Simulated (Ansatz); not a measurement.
Relaxed-ion elastic tensor of C in space group Ia-3 (No. 206; C on 16c) in GPa (Voigt order), DFT-r²SCAN in the program Ansatz with PAW potentials; density 3.58 g/cm³, 5.58 Å³ per atom.

```
1140  31.6  31.6   0.0   0.0   0.0
31.6  1140  31.6   0.0   0.0   0.0
31.6  31.6  1140   0.0   0.0   0.0
 0.0   0.0   0.0   525   0.0   0.0
 0.0   0.0   0.0   0.0   525   0.0
 0.0   0.0   0.0   0.0   0.0   525
```

Problem. Is the crystal mechanically stable?

Solution. Yes: the smallest eigenvalue of C is 525 GPa.

Problem. Work out the Voigt, Reuss and Hill averages.

Solution. K_V = 400, K_R = 400, K_H = 400; G_V = 536, G_R = 536, G_H = 536 GPa.

Problem. Give Young's modulus, Poisson's ratio, Pugh's ratio and the universal anisotropy index.

Solution. E = 9KG/(3K + G) = 1110 GPa; ν = 0.04; K/G = 0.75 (brittle by the Pugh limit of 1.75); A_U = 5G_V/G_R + K_V/K_R − 6 = 0.00.

Problem. Estimate the sound speeds and the Debye temperature.

Solution. v_l = √((K + 4G/3)/ρ) = 17700 m/s, v_t = √(G/ρ) = 12200 m/s, mean 13300 m/s; Θ = (h/k)(3n/4πV)^(1/3) v_m = 2230 K.

Problem. Give the Zener ratio and Young's modulus along [100], [110] and [111].

Solution. A = 2C44/(C11 − C12) = 0.95; 1/E = S11 − 2(S11 − S12 − S44/2)Γ with Γ = 0, 1/4, 1/3 gives 1140, 1110, 1100 GPa.

The start of the workflow was typed in or built on a structure type; neither database checked (COD, Materials Project) lists it. It is not the phase usual at ambient conditions (space group No. 194, 227). The r²SCAN relaxation kept the symmetry of its start; whether a distortion lowers the energy is not shown.

Potentials: the later of the program's two PAW sets.
